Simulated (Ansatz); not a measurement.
RbBr:
```cif
data_BrRb
_chemical_formula_sum 'Rb1 Br1'
_space_group_name_H-M_alt 'P 1'
_space_group_IT_number 1
_cell_length_a 4.89734
_cell_length_b 4.89734
_cell_length_c 4.89734
_cell_angle_alpha 60.000
_cell_angle_beta 60.000
_cell_angle_gamma 60.000
loop_
_space_group_symop_operation_xyz
  'x, y, z'
loop_
_atom_site_label
_atom_site_type_symbol
_atom_site_fract_x
_atom_site_fract_y
_atom_site_fract_z
_atom_site_occupancy
Rb1 Rb 0.00000 0.00000 0.00000 1
Br1 Br 0.50000 0.50000 0.50000 1
```

Relaxed with r²SCAN.

Question: Which orbitals make up the states near the band edges in r²SCAN in the plane-wave PAW code Ansatz?

Answer: Top 1 eV of the valence band: Br 4p 96 %. Bottom 1 eV of the conduction band: Rb 5s 75 %, Br 4s 16 %. Projections are on Löwdin-orthogonalised atomic valence shells; empty p or d shells of many metals are not among them.

Question: Tabulate the density of states.

Answer: States/eV per cell of 2 atoms, in 0.25 eV bins, energy from the valence-band maximum.

```csv
E (eV),total,Br 4p,Rb 5s,Br 4s
-7.85,0.00,0.00,0.00,0.00
-7.60,0.00,0.00,0.00,0.00
-7.35,0.00,0.00,0.00,0.00
-7.10,0.00,0.00,0.00,0.00
-6.85,0.00,0.00,0.00,0.00
-6.60,0.00,0.00,0.00,0.00
-6.35,0.00,0.00,0.00,0.00
-6.10,0.00,0.00,0.00,0.00
-5.85,0.00,0.00,0.00,0.00
-5.60,0.00,0.00,0.00,0.00
-5.35,0.00,0.00,0.00,0.00
-5.10,0.00,0.00,0.00,0.00
-4.85,0.00,0.00,0.00,0.00
-4.60,0.00,0.00,0.00,0.00
-4.35,0.00,0.00,0.00,0.00
-4.10,0.00,0.00,0.00,0.00
-3.85,0.00,0.00,0.00,0.00
-3.60,0.00,0.00,0.00,0.00
-3.35,0.00,0.00,0.00,0.00
-3.10,0.00,0.00,0.00,0.00
-2.85,0.00,0.00,0.00,0.00
-2.60,0.00,0.00,0.00,0.00
-2.35,0.00,0.00,0.00,0.00
-2.10,0.00,0.00,0.00,0.00
-1.85,0.00,0.00,0.00,0.00
-1.60,0.00,0.00,0.00,0.00
-1.35,0.00,0.00,0.00,0.00
-1.10,0.00,0.00,0.00,0.00
-0.85,1.33,1.16,0.15,0.00
-0.60,5.66,5.16,0.40,0.02
-0.35,11.29,11.04,0.04,0.00
-0.10,5.72,5.62,0.00,0.00
0.15,0.00,0.00,0.00,0.00
0.40,0.00,0.00,0.00,0.00
0.65,0.00,0.00,0.00,0.00
0.90,0.00,0.00,0.00,0.00
1.15,0.00,0.00,0.00,0.00
1.40,0.00,0.00,0.00,0.00
1.65,0.00,0.00,0.00,0.00
1.90,0.00,0.00,0.00,0.00
2.15,0.00,0.00,0.00,0.00
2.40,0.00,0.00,0.00,0.00
2.65,0.00,0.00,0.00,0.00
2.90,0.00,0.00,0.00,0.00
3.15,0.00,0.00,0.00,0.00
3.40,0.00,0.00,0.00,0.00
3.65,0.00,0.00,0.00,0.00
3.90,0.00,0.00,0.00,0.00
4.15,0.00,0.00,0.00,0.00
4.40,0.00,0.00,0.00,0.00
4.65,0.00,0.00,0.00,0.00
4.90,0.01,0.00,0.00,0.00
5.15,0.07,0.00,0.05,0.01
5.40,0.12,0.00,0.09,0.02
5.65,0.17,0.01,0.13,0.03
5.90,0.23,0.01,0.17,0.03
6.15,0.43,0.02,0.22,0.04
6.40,0.92,0.03,0.30,0.04
6.65,1.27,0.04,0.37,0.05
6.90,1.71,0.04,0.42,0.04
7.15,2.72,0.06,0.55,0.04
7.40,2.85,0.06,0.59,0.03
7.65,2.00,0.07,0.68,0.03
7.90,2.53,0.12,1.02,0.03
8.15,1.17,0.03,0.40,0.01
8.40,0.60,0.00,0.07,0.00
8.65,0.62,0.00,0.00,0.00
8.90,1.28,0.01,0.17,0.00
9.15,2.71,0.02,0.32,0.00
9.40,3.37,0.02,0.14,0.00
9.65,5.18,0.03,0.17,0.00
```

Space group Fm-3m (rock salt). Symmetry was held in the r²SCAN relaxation. Scalar-relativistic: spin–orbit coupling is off unless named, which matters more the heavier the elements.

Potentials: the later of the program's two PAW sets.
